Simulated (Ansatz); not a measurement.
## Where the states of TaN lie

```
CELL_PARAMETERS angstrom
5.19600 0.00000 0.00000
-2.59800 4.49987 0.00000
0.00000 0.00000 2.91100
ATOMIC_POSITIONS crystal
Ta 0.33333 0.66667 0.50000
Ta 0.66667 0.33333 0.50000
Ta 0.00000 0.00000 0.00000
N 0.39285 0.00000 0.00000
N 0.60715 0.60715 0.00000
N 0.00000 0.39285 0.00000
```

The geometry is COD entry 2106407, unchecked; take it as a test cell.

No spin–orbit coupling, which matters for the heavy atoms here.

Computed with Ansatz 0.2.0, DFT, PBEsol, all-electron LAPW, scalar-relativistic.

The runs use a Γ-centred 6×6×9 k mesh, Fermi–Dirac smearing of 0.01 eV, basis error target 1 meV/atom, no spin polarisation.

(1) Which of the resolved shells contributes most within 0.3 eV of the Fermi level?

(2) Where is the centre of the filled Ta 5d states between -14 eV and the top of the filled states?

(3) Tabulate the density of states.

## Answers

(1) Ta 5d, with 76 % of all states there; N 2p follows with 14 %.

(2) -4.46 eV from the Fermi level.

(3) States per eV and cell, averaged over 0.6 eV, from -9.4 to 6.0 eV, with energies (bin centres) from the Fermi level; empty bins are left out. The partial columns, the largest 5 alone, are projections on Löwdin-orthogonalised atomic shells (those that the program's projection atoms carry: the occupied ones and, for some elements, an empty d or f shell; other empty shells have no column), summed over atoms of an element. Weights on diffuse s and p shells depend on that basis and aren't pure angular character.
```json
{"E (eV)": "-9.2", "total": "0.13", "Ta 5d": "0.04", "N 2p": "0.08", "Ta 6s": "0.01", "N 2s": "0.00", "Ta 5p": "0.00"}
{"E (eV)": "-8.6", "total": "2.80", "Ta 5d": "0.86", "N 2p": "1.55", "Ta 6s": "0.27", "N 2s": "0.05", "Ta 5p": "0.03"}
{"E (eV)": "-8.0", "total": "3.65", "Ta 5d": "1.20", "N 2p": "2.05", "Ta 6s": "0.24", "N 2s": "0.07", "Ta 5p": "0.05"}
{"E (eV)": "-7.4", "total": "3.59", "Ta 5d": "1.28", "N 2p": "2.03", "Ta 6s": "0.13", "N 2s": "0.06", "Ta 5p": "0.05"}
{"E (eV)": "-6.8", "total": "3.52", "Ta 5d": "1.19", "N 2p": "2.11", "Ta 6s": "0.09", "N 2s": "0.04", "Ta 5p": "0.07"}
{"E (eV)": "-6.2", "total": "3.76", "Ta 5d": "1.17", "N 2p": "2.40", "Ta 6s": "0.07", "N 2s": "0.03", "Ta 5p": "0.06"}
{"E (eV)": "-5.6", "total": "4.47", "Ta 5d": "1.26", "N 2p": "2.94", "Ta 6s": "0.14", "N 2s": "0.04", "Ta 5p": "0.05"}
{"E (eV)": "-5.0", "total": "3.47", "Ta 5d": "0.97", "N 2p": "2.31", "Ta 6s": "0.08", "N 2s": "0.02", "Ta 5p": "0.04"}
{"E (eV)": "-4.4", "total": "3.63", "Ta 5d": "0.88", "N 2p": "2.58", "Ta 6s": "0.07", "N 2s": "0.01", "Ta 5p": "0.04"}
{"E (eV)": "-3.8", "total": "1.32", "Ta 5d": "0.41", "N 2p": "0.84", "Ta 6s": "0.05", "N 2s": "0.00", "Ta 5p": "0.01"}
{"E (eV)": "-3.2", "total": "1.01", "Ta 5d": "0.68", "N 2p": "0.22", "Ta 6s": "0.08", "N 2s": "0.00", "Ta 5p": "0.01"}
{"E (eV)": "-2.6", "total": "2.85", "Ta 5d": "2.26", "N 2p": "0.36", "Ta 6s": "0.14", "N 2s": "0.02", "Ta 5p": "0.02"}
{"E (eV)": "-2.0", "total": "3.21", "Ta 5d": "2.51", "N 2p": "0.38", "Ta 6s": "0.14", "N 2s": "0.03", "Ta 5p": "0.02"}
{"E (eV)": "-1.4", "total": "1.43", "Ta 5d": "1.08", "N 2p": "0.25", "Ta 6s": "0.04", "N 2s": "0.01", "Ta 5p": "0.01"}
{"E (eV)": "-0.8", "total": "0.71", "Ta 5d": "0.55", "N 2p": "0.11", "Ta 6s": "0.03", "N 2s": "0.00", "Ta 5p": "0.00"}
{"E (eV)": "-0.2", "total": "0.47", "Ta 5d": "0.35", "N 2p": "0.07", "Ta 6s": "0.03", "N 2s": "0.00", "Ta 5p": "0.00"}
{"E (eV)": "0.4", "total": "1.04", "Ta 5d": "0.84", "N 2p": "0.11", "Ta 6s": "0.04", "N 2s": "0.02", "Ta 5p": "0.00"}
{"E (eV)": "1.0", "total": "3.37", "Ta 5d": "2.71", "N 2p": "0.38", "Ta 6s": "0.07", "N 2s": "0.11", "Ta 5p": "0.00"}
{"E (eV)": "1.6", "total": "4.42", "Ta 5d": "3.55", "N 2p": "0.46", "Ta 6s": "0.10", "N 2s": "0.17", "Ta 5p": "0.00"}
{"E (eV)": "2.2", "total": "4.48", "Ta 5d": "3.57", "N 2p": "0.51", "Ta 6s": "0.13", "N 2s": "0.11", "Ta 5p": "0.01"}
{"E (eV)": "2.8", "total": "4.42", "Ta 5d": "3.33", "N 2p": "0.61", "Ta 6s": "0.15", "N 2s": "0.18", "Ta 5p": "0.01"}
{"E (eV)": "3.4", "total": "6.09", "Ta 5d": "4.49", "N 2p": "0.75", "Ta 6s": "0.19", "N 2s": "0.42", "Ta 5p": "0.01"}
{"E (eV)": "4.0", "total": "3.86", "Ta 5d": "2.72", "N 2p": "0.63", "Ta 6s": "0.12", "N 2s": "0.19", "Ta 5p": "0.01"}
{"E (eV)": "4.6", "total": "3.90", "Ta 5d": "2.29", "N 2p": "0.77", "Ta 6s": "0.26", "N 2s": "0.30", "Ta 5p": "0.01"}
{"E (eV)": "5.2", "total": "3.67", "Ta 5d": "2.00", "N 2p": "0.79", "Ta 6s": "0.28", "N 2s": "0.27", "Ta 5p": "0.01"}
{"E (eV)": "5.8", "total": "3.67", "Ta 5d": "1.93", "N 2p": "0.94", "Ta 6s": "0.26", "N 2s": "0.29", "Ta 5p": "0.01"}
```
